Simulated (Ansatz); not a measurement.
An Ansatz (a program for electronic structure) run. Input:

Ansatz 0.2 input:
```yaml
crystal:
  lattice:
    - [2.6881042385, 0.0, 0.0]
    - [-1.3440521192, 2.3279665586, 0.0]
    - [0.0, 0.0, 4.3315497712]
  atoms:
    - { symbol: Rh, position: [0.6666666667, 0.3333333333, 0.75] }
    - { symbol: Rh, position: [0.3333333333, 0.6666666667, 0.25] }
kpoints:
  mp_grid: { grid: [17, 17, 10] }
hamiltonian:
  xc: pbesol
  pseudopotentials: { kind: paw }
scf:
  occupations: { method: fermi_dirac, width: 0.1 }
phonons:
  method: dfpt
  response_accuracy: low
  eigenvectors: true
  rigid_motions: translations
```

Output (shortened):

```
zone centre: on kpoints.mp_grid the ground state, and the responses unless they are solved on pairs of k-points, stand on 486 of the mesh's 2890 k-points, …
Pseudopotentials: kind: paw
Pseudopotential: Rh, paw, valence charge 17
Functional definition: PBEsol
Crystal: 2 atoms, lattice volume = 27.106 Å³
Basis set: ecut = 420 eV, 537 PW (Γ), exchange–correlation on 36×36×60 points (8 copies of the dense FFT grid, shifted against one another)
Bands: 21, of which v1, the nominal top of the filled ones, is band 17 counted from 1 (16 counted from 0)
Symmetry: 24 space group operations
k-points: 486 of 2890 (irreducible under 4 space group operations, time reversal used)
PAW frozen core: Rh, regenerated for the run's functional, and the local potential with it
Initial wavefunctions: pseudopotential atomic-orbital guess
Eigensolver: davidson
Functional: x = pbesol(κ = 0.804, μ = 0.12345679012345678), c = pbesol(β = 0.046)
SCF iter   1: F=—  HF=-12677.467038 eV  |F-HF|=—  |Δ(HF+E_count)|=         —  Δρ=1.26e-2  dr2=2.72e-2  ethr=1.77e-3  ⟨swp⟩=4.7  Hψ=39318  notcnv=0
all-band conjugate gradients solve this SCF's bands
preconditioner: auto → none
SCF iter   2: F=—  HF=-12677.463411 eV  |F-HF|=—  |Δ(HF+E_count)|=   3.63e-3  Δρ=6.62e-3  dr2=7.42e-3  ethr=7.99e-5  ⟨swp⟩=1.7  Hψ=17254  notcnv=0
SCF iter   3: F=—  HF=-12677.461296 eV  |F-HF|=—  |Δ(HF+E_count)|=   2.11e-3  Δρ=4.21e-4  dr2=1.71e-5  ethr=2.18e-5  ⟨swp⟩=2.0  Hψ=14323  notcnv=0
SCF iter   4: F=—  HF=-12677.461312 eV  |F-HF|=—  |Δ(HF+E_count)|=   1.58e-5  Δρ=7.33e-5  dr2=3.35e-7  ethr=5.03e-8  ⟨swp⟩=2.3  Hψ=17589  notcnv=0
SCF iter   5: F=—  HF=-12677.461313 eV  |F-HF|=—  |Δ(HF+E_count)|=   8.50e-7  Δρ=1.58e-5  dr2=2.58e-8  ethr=9.86e-10  ⟨swp⟩=2.4  Hψ=19110  notcnv=0
SCF iter   6: F=—  HF=-12677.461313 eV  |F-HF|=—  |Δ(HF+E_count)|=   7.22e-9  Δρ=4.32e-6  dr2=1.63e-9  ethr=7.59e-11  ⟨swp⟩=2.8  Hψ=19496  notcnv=0
SCF iter   7: F=-12677.461313 eV  HF=-12677.461313 eV  |F-HF|=5.46e-12  |Δ(HF+E_count)|=  5.17e-10  Δρ=3.26e-7  dr2=9.32e-12  ethr=1.00e-12  ⟨swp⟩=4.1  Hψ=55247  notcnv=0
SCF 1 converged in 7 iterations: F = -12677.461313 eV  dr2 = 9.32e-12
DFPT response loops at Γ: preconditioner auto → Kerker (q_TF=auto, 2.833 Å⁻¹) (partly filled bands, converged f_vac=0.000) …
SCF converged after 7 iterations
Free energy (F): -12677.461313 eV
Harris-Foulkes:  -12677.461313 eV  (|F-HF|=5.46e-12)
Internal energy: -12677.353716 eV  (E = F + TS)
E sigma→0 (E₀):  -12677.407514 eV
Entropy (-TS):   -0.107596 eV (-53.798 meV/atom)
Fermi energy:    22.756546 eV
--- Per-component energies (eV) ---
  E_band       = -162.103197
  E_kinetic    = 1147.500129
  E_local      = -3093.288077  (includes V_loc(G=0)·N_el)
  E_nonlocal   = 712.846449
  E_hartree    = 1085.292933
  E_xc         = -441.583486
  E_vxc        = -556.411789  (∫ρ·V_xc dr)
  E_paw        = -7047.714196  (= ΣΔE_a)
  E_vpaw       = -543.337325  (= ΣTr[D̂ρ^β])
  E_aug_tail   = 0.001604  (compensation charges beyond the density's cutoff)
  E_ewald      = -5040.961471
  E_core_change = 0.552399  (= ΣΔE_core)
  E_smearing   = -0.107596  (= −TS)
  E_closure    =  0.000000  (closes the sum)
  Σ components = -12677.461313   (vs F -12677.461313, Δ=0.00e0)
  [band-id]    e_kinetic+e_local+e_nonlocal+2·e_hartree+e_vxc+e_vpaw+e_augmentation_tail = -162.103143   (vs E_band -162.103197, Δ=5.43e-5)
--- Band table (eV; the first three rows and the last of 486) ---
  k-point 0: bands = ["-56.1758", "-56.0478", "-24.4535", "-23.7581", "-23.7581", "-23.6514", "-23.6427", "-23.6427", "14.4964", "16.3725", "19.5922", "19.6308", "19.6308", "20.1804", "20.1804", "20.7689", "20.7689", "22.9038", "22.9038", "23.4169", "31.5270"]…
  k-point 1: bands = ["-56.1727", "-56.0509", "-24.4345", "-23.7553", "-23.7553", "-23.6718", "-23.6456", "-23.6456", "14.6014", "16.4018", "19.5489", "19.5806", "19.5806", "20.1296", "20.1296", "20.8905", "20.8905", "22.9005", "22.9005", "23.0241", "32.0433"]…
  k-point 2: bands = ["-56.1637", "-56.0601", "-24.3793", "-23.7471", "-23.7471", "-23.7306", "-23.6538", "-23.6538", "14.9057", "16.4785", "19.4345", "19.4887", "19.4887", "19.9954", "19.9954", "21.1890", "21.1890", "22.0909", "22.8723", "22.8723", "33.3454"]…
  k-point 485: bands = ["-56.0398", "-56.0398", "-24.2833", "-24.2833", "-23.9701", "-23.9701", "-23.7977", "-23.7977", "17.2852", "17.2852", "18.7114", "18.7114", "19.5175", "19.5175", "20.6683", "20.6683", "23.3312", "23.3312", "26.2171", "26.2171", "35.3205"]
  band table: 21 of 21 bands, residual norms ≤ 1.0e-3 eV
--- Phonons (Γ-DFPT): 2 representative perturbations + reference, on 486 of 2890 k-points (Σ response iterations 6) ---
  k mesh reduced under 4 symmetry operations, with k and −k counted as one. Each operation leaves every solved displacement unchanged or reverses it
  ASR residual: 5.299e-4 → 0.000e0 eV/Å²; symmetrization residual: 9.693e-10 eV/Å²
  ASR residual per site (eV/Å²): 5.30e-4 5.30e-4
  Γ frequencies (cm⁻¹): 0.00 0.00 0.00 153.53 153.53 252.51
  non-analytic LO–TO correction: not included (Born effective charges unavailable; polar crystals: no LO–TO splitting at Γ)
```

Cost: about 60 core-seconds (a rough figure) on shared cores.

Space group P6_3/mmc (hcp (Mg type)). The workflow started from a Materials Project entry (that database holds measured and hypothetical structures alike); the Crystallography Open Database copy checked does not list it. It is not the phase usual at ambient conditions (space group No. 225). The PBEsol relaxation kept the symmetry of its start; its stability against distortions is not shown here. No spin polarisation was allowed. As this level gives no gap, phonon frequencies hold no LO–TO term and depend on the k-mesh and smearing (Fermi–Dirac, 0.1 eV here). Axis ratios of metals converge slowly with the k-mesh, so a and c are less sure than the volume. Scalar-relativistic: spin–orbit coupling is off unless named, which matters more the heavier the elements.

Potentials: the later of the program's two PAW sets.

Ansatz is a plane-wave DFT program.
